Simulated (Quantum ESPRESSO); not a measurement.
# GaMg2FS3: finding a planted mistake in a log

Computed values, not a measurement. The program is pw.x of Quantum ESPRESSO 7.5 (plane-wave density functional theory). The cell is made up: 7 atoms on a zincblende/diamond lattice with one site empty, with randomly drawn elements, strain and displacements, not relaxed. PseudoDojo standard norm-conserving files (v0.5 for PBE, v0.4.1 for LDA and PBEsol) set the functional; there is no spin polarisation, spin-orbit coupling or dispersion term, and the masses in the input are unused placeholders.

Intended input:

```
&control calculation='scf', pseudo_dir='./dojo.nc.sr.pbe.v0_5.standard.upf', outdir='./o', disk_io='medium', tprnfor=.true., tstress=.true. /
&system ibrav=0, nat=7, ntyp=4, nbnd=35, ecutwfc=84.00895049, nosym=.true., tot_charge=0,
 occupations='smearing', smearing='fd', degauss=0.0018374661
/
&electrons conv_thr=7.350e-09, electron_maxstep=60, /
ATOMIC_SPECIES
F 1.0 F.upf
Ga 1.0 Ga.upf
Mg 1.0 Mg.upf
S 1.0 S.upf
CELL_PARAMETERS angstrom
5.2479 0.0 0.0
0.0 5.2479 0.0
0.0 0.0 5.2479
ATOMIC_POSITIONS angstrom
Ga -0.0304 0.009 0.0326
Mg -0.0433 2.6335 2.6371
Mg 2.6592 -0.0004 2.5586
F 1.3774 1.3048 1.3511
S 1.3448 3.9659 3.9618
S 3.8987 1.2783 3.9571
S 3.9431 3.8695 1.2636
K_POINTS automatic
4 4 4 1 1 1
```

The log is shortened where brackets say so; the opening notice, blank lines, dates and the lines on written files are dropped, and the path of the files is cut. It prints rydbergs, bohrs and kilobars, and counts compression as positive stress. Where no state is partly filled, the Fermi energy that it prints is only some level between the filled and the empty states on the mesh, and need not lie in the true gap.

Log of the intended run:

```
     Program PWSCF v.7.5
     Parallel version (MPI & OpenMP), running on       1 processor cores
     Number of MPI processes:                 1
     Threads/MPI process:                     1
     [start-up lines left out]
     bravais-lattice index     =            0
     lattice parameter (alat)  =       9.9171  a.u.
     unit-cell volume          =     975.3338 (a.u.)^3
     number of atoms/cell      =            7
     number of atomic types    =            4
     number of electrons       =        58.00
     number of Kohn-Sham states=           35
     kinetic-energy cutoff     =      84.0090  Ry
     charge density cutoff     =     336.0358  Ry
     scf convergence threshold =      7.3E-09
     mixing beta               =       0.7000
     number of iterations used =            8  plain     mixing
     Exchange-correlation= PBE
                           (   1   4   3   4   0   0   0)
     [axes and pseudopotential details left out]
   Cartesian axes
     site n.     atom                  positions (alat units)
         1        Ga     tau(   1) = (  -0.0057928   0.0017150   0.0062120  )
         2        Mg     tau(   2) = (  -0.0082509   0.5018198   0.5025058  )
         3        Mg     tau(   3) = (   0.5067170  -0.0000762   0.4875474  )
         4        F      tau(   4) = (   0.2624669   0.2486328   0.2574554  )
         5        S      tau(   5) = (   0.2562549   0.7557118   0.7549305  )
         6        S      tau(   6) = (   0.7429067   0.2435831   0.7540349  )
         7        S      tau(   7) = (   0.7513672   0.7373426   0.2407820  )
     number of k points=    32  Fermi-Dirac smearing, width (Ry)=  0.0018
                       cart. coord. in units 2pi/alat
        k(    1) = (   0.1250000   0.1250000   0.1250000), wk =   0.0625000
        k(    2) = (   0.1250000   0.1250000   0.3750000), wk =   0.0625000
     [further k points left out]
     Dense  grid:   101505 G-vectors     FFT dimensions: (  60,  60,  60)
     Estimated max dynamical RAM per process >     125.90 MB
     Initial potential from superposition of free atoms
     starting charge      57.9956, renormalised to      58.0000
     Starting wfcs are   35 randomized atomic wfcs
     total cpu time spent up to now is       10.5 secs
     per-process dynamical memory:    69.6 Mb
     Self-consistent Calculation
     iteration #  1     ecut=    84.01 Ry     beta= 0.70
     Davidson diagonalization with overlap
     ethr =  1.00E-02,  avg # of iterations =  5.4
     total cpu time spent up to now is       37.5 secs
     total energy              =    -506.10447406 Ry
     estimated scf accuracy    <       0.59938042 Ry
     iteration #  2     ecut=    84.01 Ry     beta= 0.70
     Davidson diagonalization with overlap
     ethr =  1.03E-03,  avg # of iterations =  2.1
     total cpu time spent up to now is       59.5 secs
     total energy              =    -506.23533546 Ry
     estimated scf accuracy    <       0.42959419 Ry
     [iterations 3 to 8 left out]
     iteration #  9     ecut=    84.01 Ry     beta= 0.70
     Davidson diagonalization with overlap
     ethr =  3.89E-10,  avg # of iterations =  2.8
     total cpu time spent up to now is      194.4 secs
     total energy              =    -506.33968959 Ry
     estimated scf accuracy    <       0.00000005 Ry
     iteration # 10     ecut=    84.01 Ry     beta= 0.70
     Davidson diagonalization with overlap
     ethr =  8.61E-11,  avg # of iterations =  2.0
     total cpu time spent up to now is      220.8 secs
     End of self-consistent calculation
     [lines on levels left out]
     the Fermi energy is     5.3412 ev
!    total energy              =    -506.33968961 Ry
     estimated scf accuracy    <          1.9E-09 Ry
     smearing contrib. (-TS)   =      -0.00000000 Ry
     internal energy E=F+TS    =    -506.33968961 Ry
     The total energy is F=E-TS. E is the sum of the following terms:
     one-electron contribution =    -330.58359692 Ry
     hartree contribution      =     182.72769050 Ry
     xc contribution           =    -103.81609480 Ry
     ewald contribution        =    -254.66768839 Ry
     convergence has been achieved in  10 iterations
     Forces acting on atoms (cartesian axes, Ry/au):
     atom    1 type  2   force =     0.01133714   -0.01778809   -0.02950852
     atom    2 type  3   force =     0.05796099   -0.03042009   -0.00230736
     atom    3 type  3   force =    -0.04611030    0.02756216   -0.03070782
     atom    4 type  1   force =    -0.03090252   -0.02691418    0.01929466
     atom    5 type  4   force =     0.00070549    0.00384416    0.04826249
     atom    6 type  4   force =     0.01372719    0.02781225    0.05858210
     atom    7 type  4   force =    -0.00671800    0.01590379   -0.06361554
     Total force =     0.150232     Total SCF correction =     0.000088
     Computing stress (Cartesian axis) and pressure
          total   stress  (Ry/bohr**3)                   (kbar)     P=       45.54
   0.00032819   0.00011487   0.00002675           48.28       16.90        3.94
   0.00011487   0.00034145  -0.00005202           16.90       50.23       -7.65
   0.00002675  -0.00005202   0.00025905            3.94       -7.65       38.11
     init_run     :      8.46s CPU     10.45s WALL (       1 calls)
     electrons    :    192.79s CPU    210.24s WALL (       1 calls)
     forces       :      4.94s CPU      5.01s WALL (       1 calls)
     stress       :     17.68s CPU     17.77s WALL (       1 calls)
     [timing details left out]
     PWSCF        :   3m44.06s CPU   4m 3.84s WALL
     JOB DONE.
```

A second run was made from an input with one planted mistake. Its log:

```
     Program PWSCF v.7.5
     Parallel version (MPI & OpenMP), running on       1 processor cores
     Number of MPI processes:                 1
     Threads/MPI process:                     1
     [start-up lines left out]
     bravais-lattice index     =            0
     lattice parameter (alat)  =       9.9171  a.u.
     unit-cell volume          =     975.3338 (a.u.)^3
     number of atoms/cell      =            7
     number of atomic types    =            4
     number of electrons       =        58.00
     number of Kohn-Sham states=           35
     kinetic-energy cutoff     =      84.0090  Ry
     charge density cutoff     =     336.0358  Ry
     scf convergence threshold =      7.3E-09
     mixing beta               =       0.7000
     number of iterations used =            8  plain     mixing
     Exchange-correlation= PBE
                           (   1   4   3   4   0   0   0)
     [axes and pseudopotential details left out]
   Cartesian axes
     site n.     atom                  positions (alat units)
         1        Ga     tau(   1) = (  -0.0057928   0.0017150   0.0062120  )
         2        Mg     tau(   2) = (  -0.0082509   0.5018198   0.5025058  )
         3        Mg     tau(   3) = (   0.5067170  -0.0000762   0.4875474  )
         4        F      tau(   4) = (   0.2624669   0.2486328   0.2574554  )
         5        S      tau(   5) = (   0.2562549   0.7557118   0.7549305  )
         6        S      tau(   6) = (   0.7429067   0.2435831   0.7540349  )
         7        S      tau(   7) = (   0.7513672   0.7373426   0.2407820  )
     number of k points=     4  Fermi-Dirac smearing, width (Ry)=  0.0018
                       cart. coord. in units 2pi/alat
        k(    1) = (   0.2500000   0.2500000   0.2500000), wk =   0.5000000
        k(    2) = (   0.2500000   0.2500000  -0.2500000), wk =   0.5000000
     [further k points left out]
     Dense  grid:   101505 G-vectors     FFT dimensions: (  60,  60,  60)
     Estimated max dynamical RAM per process >     125.90 MB
     Initial potential from superposition of free atoms
     starting charge      57.9956, renormalised to      58.0000
     Starting wfcs are   35 randomized atomic wfcs
     total cpu time spent up to now is        3.2 secs
     per-process dynamical memory:    86.0 Mb
     Self-consistent Calculation
     iteration #  1     ecut=    84.01 Ry     beta= 0.70
     Davidson diagonalization with overlap
     ethr =  1.00E-02,  avg # of iterations =  5.5
     total cpu time spent up to now is        7.8 secs
     total energy              =    -506.09915723 Ry
     estimated scf accuracy    <       0.60431235 Ry
     iteration #  2     ecut=    84.01 Ry     beta= 0.70
     Davidson diagonalization with overlap
     ethr =  1.04E-03,  avg # of iterations =  3.2
     total cpu time spent up to now is       11.8 secs
     total energy              =    -506.23015405 Ry
     estimated scf accuracy    <       0.42534373 Ry
     [iterations 3 to 8 left out]
     iteration #  9     ecut=    84.01 Ry     beta= 0.70
     Davidson diagonalization with overlap
     ethr =  4.18E-10,  avg # of iterations =  3.0
     total cpu time spent up to now is       32.1 secs
     total energy              =    -506.33415924 Ry
     estimated scf accuracy    <       0.00000005 Ry
     iteration # 10     ecut=    84.01 Ry     beta= 0.70
     Davidson diagonalization with overlap
     ethr =  9.28E-11,  avg # of iterations =  2.0
     total cpu time spent up to now is       34.2 secs
     End of self-consistent calculation
     [lines on levels left out]
     the Fermi energy is     5.5137 ev
!    total energy              =    -506.33415925 Ry
     estimated scf accuracy    <          2.2E-09 Ry
     smearing contrib. (-TS)   =       0.00000000 Ry
     internal energy E=F+TS    =    -506.33415925 Ry
     The total energy is F=E-TS. E is the sum of the following terms:
     one-electron contribution =    -330.58991272 Ry
     hartree contribution      =     182.74930436 Ry
     xc contribution           =    -103.82586250 Ry
     ewald contribution        =    -254.66768839 Ry
     convergence has been achieved in  10 iterations
     Forces acting on atoms (cartesian axes, Ry/au):
     atom    1 type  2   force =     0.01110871   -0.01810916   -0.02995200
     atom    2 type  3   force =     0.05765453   -0.03030497   -0.00217346
     atom    3 type  3   force =    -0.04596760    0.02727327   -0.03036405
     atom    4 type  1   force =    -0.03094522   -0.02702202    0.01939564
     atom    5 type  4   force =    -0.00078003    0.00514315    0.04836151
     atom    6 type  4   force =     0.01467300    0.02621815    0.05864097
     atom    7 type  4   force =    -0.00574339    0.01680158   -0.06390860
     Total force =     0.150151     Total SCF correction =     0.000106
     Computing stress (Cartesian axis) and pressure
          total   stress  (Ry/bohr**3)                   (kbar)     P=       47.35
   0.00034215   0.00011274   0.00002646           50.33       16.59        3.89
   0.00011274   0.00035362  -0.00005132           16.59       52.02       -7.55
   0.00002646  -0.00005132   0.00026988            3.89       -7.55       39.70
     init_run     :      2.96s CPU      3.08s WALL (       1 calls)
     electrons    :     29.33s CPU     30.93s WALL (       1 calls)
     forces       :      0.51s CPU      0.53s WALL (       1 calls)
     stress       :      1.65s CPU      1.69s WALL (       1 calls)
     [timing details left out]
     PWSCF        :     34.63s CPU     36.48s WALL
     JOB DONE.
```

Question: what was wrong in the second input?

Answer: the k-point mesh is too coarse. The input lines that differ, file-writing options aside:

```
- 4 4 4 1 1 1
+ 2 2 2 1 1 1
```

|  | intended run | run with the mistake |
| --- | --- | --- |
| free energy (eV) | -6889.102 | -6889.027 |
| smearing term -TS (eV) | 0.0000 | 0.0000 |
| pressure (GPa) | 4.55 | 4.74 |
| largest force component (eV/Å) | 1.636 | 1.643 |
| largest change of a force component (eV/Å) |  | 0.041 |
| iterations | 10 | 10 |

For scale, a rerun of the intended cell at 1437 eV and a 6 x 6 x 6 mesh moved values by no more than 0.003 eV in energy, 0.02 GPa in stress and 0.005 eV/Å in force.